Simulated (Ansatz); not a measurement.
Starting cell, SnO (litharge type, space group P4/nmm):

```yaml
crystal:
  lattice:
    - [3.79274, 0.00000, 0.00000]
    - [0.00000, 3.79274, 0.00000]
    - [0.00000, 0.00000, 4.76440]
  atoms:
    - { symbol: Sn, position: [0.50000, 0.00000, 0.24062] }
    - { symbol: Sn, position: [0.00000, 0.50000, 0.75938] }
    - { symbol: O, position: [0.00000, 0.00000, 0.00000] }
    - { symbol: O, position: [0.50000, 0.50000, 0.00000] }
```

In this cell atom 4 (O, nearest neighbour Sn at 2.216 Å; its periodic images, 3.8 Å or more away, move with it) is moved by u·(1.000, 0.000, 0.000) + v·(0.000, 0.000, 1.000); the rest is frozen.

Computed with r2SCAN+rVV10 (plane waves to 500 eV, PAW, scalar-relativistic; Ansatz, a quantum-chemistry and plane-wave program). k mesh 7×7×6 (Γ-centred), Fermi-Dirac smearing 0.05 eV. Energies are smeared free energies. Compression counts positive. With partly filled bands, energies and forces of such displacements shift with the k mesh and the smearing. At this level the bands of SnO touch or barely overlap; measurements give the solid a gap. SnO was relaxed with its symmetry unable to fall. The PAW data are Ansatz's earlier set. The zero of ΔE is the undisplaced structure. Axes are in Å.

ΔE (meV/cell), with u across and v down:

```
v \ u   -0.330  -0.165  0.000  0.165  0.330
------  ------  ------  -----  -----  -----
-0.330    1588     659    396    659   1588
-0.165     919     285    102    285    919
0.000      537     122      0    122    537
0.165      437     177    102    177    437
0.330      584     437    396    437    584
```

P (GPa), with u across and v down:

```tsv
v \ u	-0.330	-0.165	0.000	0.165	0.330
-0.330	10.4	3.7	1.7	3.7	10.4
-0.165	6.6	1.9	0.4	1.9	6.6
0.000	4.1	1.0	0.0	1.0	4.1
0.165	2.9	1.0	0.4	1.0	2.9
0.330	2.9	2.0	1.7	2.0	2.9
```

What the scan shows:

Principal force constants in the plane (five-point differences of the forces): 7.5 and 8.6 eV/Å². Centre of the map: a minimum. Lowest place on the grid: u = 0.000 Å, v = 0.000 Å (0 meV/cell). Highest place on the grid, met at several equal points: u = -0.330 Å, v = -0.330 Å; u = 0.330 Å, v = -0.330 Å (1588 meV/cell).

(A displaced cell: forces are minus the slopes of the energy, force constants its curvatures, and phonons follow from these.)
